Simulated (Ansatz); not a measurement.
# Ansatz 0.2.0, relaxation: LaSi2Ru2

The command:

```bash
ansatz run input.yaml --threads 2 --pin off --max-ram 2560MiB --backend cpu --events-out ev --progress --plain --runs-dir out
```

input.yaml:

```yaml
crystal:
  lattice:
    - [0.0, 4.261583, 0.0]
    - [4.261583, 0.0, 0.0]
    - [2.130791, 2.130791, -5.024801]
  atoms:
    - { symbol: La, position: [0.0, 0.0, 0.0] }
    - { symbol: Ru, position: [0.75, 0.25, 0.5] }
    - { symbol: Ru, position: [0.25, 0.75, 0.5] }
    - { symbol: Si, position: [0.375, 0.375, 0.25] }
    - { symbol: Si, position: [0.625, 0.625, 0.75] }
  symmetry: { tolerance: 0.0003 }
kpoints:
  mp_grid: { grid: [7, 7, 7], shift: [0, 0, 0] }
magnetization:
  spin_polarized: false
scf:
  occupations: { method: fermi_dirac }
  lower_state_search: "off"
hamiltonian:
  pseudopotentials: { kind: paw }
  xc: r2scan
basis:
  ecutwfc: 500
  fft_grid_basis: typed
relax:
  max_steps: 60
output:
  forces: true
  stress: true
  eigenvalues: true
  bader: true
  populations: true
  elf: true
  write_potential: true
  volumetric_format: npy
  dos:
    e_range: [-12, 8]
    de: 0.05
    projected: { site_lists: { La: [La], Ru: [Ru], Si: [Si] } }
checkpoint:
  read: saved_state
```

Origin of the cell: a database entry, scaled a little.

The smearing width isn't typed, so it takes its default of 0.1 eV.

The saved state is a converged single point of the same cell.

Steps:

```csv
step,ΔF (meV/atom),max force component (eV/Å),SCF iterations,step was
1,0.0,1.993,6,accepted
2,-55.6,0.914,6,accepted
3,-71.6,0.084,5,accepted
4,-71.7,0.004,4,accepted
5,-71.7,0.004,3,accepted
```

Step 1, with forces in eV/Å:

```xyz
5
Lattice="0.000 4.262 0.000 4.262 0.000 0.000 2.131 2.131 -5.025" Properties=species:S:1:pos:R:3:forces:R:3 pbc="T T T" step=1
La    0.000    0.000    0.000    0.000    0.000    0.000
Ru    2.131    4.262   -2.512    0.000    0.000    0.000
Ru    4.262    2.131   -2.512    0.000    0.000    0.000
Si    2.131    2.131   -1.256    0.000    0.000   -1.993
Si    4.262    4.262   -3.769    0.000    0.000    1.993
```

Step 2, with forces in eV/Å:

```xyz
5
Lattice="0.000 4.262 0.000 4.262 0.000 0.000 2.131 2.131 -5.025" Properties=species:S:1:pos:R:3:forces:R:3 pbc="T T T" step=2
La    0.000    0.000    0.000    0.000    0.000    0.000
Ru    2.131    4.262   -2.512    0.000    0.000    0.000
Ru    4.262    2.131   -2.512    0.000    0.000    0.000
Si    2.131    2.131   -1.353    0.000    0.000   -0.914
Si    4.262    4.262   -3.672    0.000    0.000    0.914
```

Step 3, with forces in eV/Å:

```xyz
5
Lattice="0.000 4.262 0.000 4.262 0.000 0.000 2.131 2.131 -5.025" Properties=species:S:1:pos:R:3:forces:R:3 pbc="T T T" step=3
La    0.000    0.000    0.000    0.000    0.000    0.000
Ru    2.131    4.262   -2.512    0.000    0.000    0.000
Ru    4.262    2.131   -2.512    0.000    0.000    0.000
Si    2.131    2.131   -1.449    0.000    0.000    0.084
Si    4.262    4.262   -3.576    0.000    0.000   -0.084
```

Step 5, with forces in eV/Å:

```xyz
5
Lattice="0.000 4.262 0.000 4.262 0.000 0.000 2.131 2.131 -5.025" Properties=species:S:1:pos:R:3:forces:R:3 pbc="T T T" step=5
La    0.000    0.000    0.000    0.000    0.000    0.000
Ru    2.131    4.262   -2.512    0.000    0.000    0.000
Ru    4.262    2.131   -2.512    0.000    0.000    0.000
Si    2.131    2.131   -1.440    0.000    0.000   -0.004
Si    4.262    4.262   -3.584    0.000    0.000    0.004
```

- Free energy lowered by: 71.7 meV/atom
- Final pressure: -2.68 GPa
- Relaxation steps listed: 5

Caveats: no moments, though an odd count or open d shells may carry them; no spin-orbit coupling, though heavy elements are present; the SCF threshold is looser than advised for a stress; the relaxation held the start's symmetry, so the end may be a saddle point.

It ran for 75 s on 2 threads of Arm Neoverse V1 (shared host), peak memory 0.72 GiB, from a saved density.
